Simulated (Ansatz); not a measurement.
# Relaxation path: Fe (hcp type)

DFT, LDA, PAW with Ansatz's default frozen-core files, scalar-relativistic (Ansatz 0.2.0); a Γ-centred 20×20×11 k mesh, Fermi–Dirac smearing of 0.05 eV, spin-polarised from start moments Fe1 2.5, Fe2 2.5 μB. The run relaxes shape and atoms at held volume.

Command: `ansatz run input.yaml --threads 1 --pin off --max-ram 3072MiB --backend cpu --events-out ev --progress --plain --runs-dir out` It took 49 s on 1 thread of Arm Neoverse V1 (shared host), peak memory 0.39 GiB.

PAW: frozen-core files, cutoff 420 eV; forces are relaxed below 0.005 eV/Å.

Each step lists its free energy a cell above the last geometry, the pressure, the cell vectors (Å), and Cartesian positions (Å) with forces (eV/Å).

The first step:

```
step 1  dF = 8.76 meV  P = 765.2 GPa
  cell 1.9725 0.0000 0.0000  -0.9863 1.7083 0.0000  0.0000 0.0000 3.1162
  Fe 0.0000 1.1388 0.7791   0.0000 0.0000 0.0000
  Fe 0.9863 0.5694 2.3372   0.0000 0.0000 0.0000
```

The start moments died away, and the runs ended non-magnetic. The PAW files were made under PBE. The structure type is held throughout; the real material can change phase at far lower pressure. At this compression frozen-core PAW has no all-electron check here.

The symmetry of the start is kept and no stability test is made, so the end need not be the stable phase.

Q: Where does the relaxation end, and by which steps?

A: After 3 geometries, with conventional a, b, c = 1.964, 1.964, 3.142 Å, at 5.250 Å³/atom and 764.6 GPa in space group P6_3/mmc, with a shortest distance of 1.938 Å and a cell moment of 0.00 μB. The further steps:
```
step 2  dF = 0.89 meV  P = 764.7 GPa
  cell 1.9670 0.0000 0.0000  -0.9835 1.7035 0.0000  0.0000 0.0000 3.1338
  Fe 0.0000 1.1357 0.7834   0.0000 0.0000 0.0000
  Fe 0.9835 0.5678 2.3503   0.0000 0.0000 0.0000
step 3  dF = 0.00 meV  P = 764.5 GPa
  cell 1.9643 0.0000 0.0000  -0.9822 1.7012 0.0000  0.0000 0.0000 3.1423
  Fe 0.0000 1.1341 0.7856   0.0000 0.0000 0.0000
  Fe 0.9822 0.5671 2.3567   0.0000 0.0000 0.0000
step 4  dF = -0.20 meV  P = 764.6 GPa  (same geometry on a basis chosen anew; earlier energies don't compare to the last digit)
  cell 1.9643 0.0000 0.0000  -0.9822 1.7012 0.0000  0.0000 0.0000 3.1423
  Fe 0.0000 1.1341 0.7856   0.0000 0.0000 0.0000
  Fe 0.9822 0.5671 2.3567   0.0000 0.0000 0.0000
```
